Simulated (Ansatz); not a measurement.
**Co3Bi: which magnetic state is lowest?**

Level of theory: DFT r2SCAN, scalar-relativistic, plane waves, PAW (Ansatz).

```
CELL_PARAMETERS angstrom
0.00000 3.06161 3.06161
3.06161 0.00000 3.06161
3.06161 3.06161 0.00000
ATOMIC_POSITIONS crystal
Co 0.25000 0.25000 0.25000
Co 0.75000 0.75000 0.75000
Co 0.50000 0.50000 0.50000
Bi 0.00000 0.00000 0.00000
```

The plane-wave cutoff is 500 eV. The Γ-centred k-mesh is 12×12×12, the occupation rule is Gaussian smearing, 0.1 eV and the list of starting moments (μB, in atom order) is 2 2 2 0. The check for lower electronic states after the SCF is off.

All runs keep this geometry, which isn't relaxed for the lowest state (largest force there 0.000 eV/Å, pressure -2.8 GPa) and needn't be a stable compound; relaxing each order would shift the differences by some 50 meV/atom, going by the pressures and a bulk modulus of about 150 GPa. Signs run over the atoms with starting moments. r2SCAN tends to overstate moments in metals, so a weak moment here may be absent in the real material. Site moments are spin moments in atom-centred spheres that scale with the neighbour distance. The states are those that the runs reached from these starts; a lower one can exist.

Question: Order the starts by the energy of the state that they reach, lowest first.
A. ferrimagnetic in the cell, signs +-+
B. no spin
C. ferromagnetic

Answer: C (0.00 meV/atom), A (194 meV/atom), B (417 meV/atom).

| start | ends | energy above lowest (meV/atom) | site moments (μB) | gap on mesh (eV) | P (GPa) |
| --- | --- | --- | --- | --- | --- |
| no spin | non-magnetic | 417 | none over 0.05 | metal | -12.8 |
| ferromagnetic | ferromagnetic | 0.00 | Co +1.53 (×2), Co +1.88 | metal | -2.8 |
| ferrimagnetic in the cell, signs +-+ | ferrimagnetic | 194 | Co +1.09, Co -1.55, Co +1.87 | metal | -1.4 |

Cost: 3 runs of about 6.9 core-minutes in all, on Arm Neoverse V1 (shared hosts).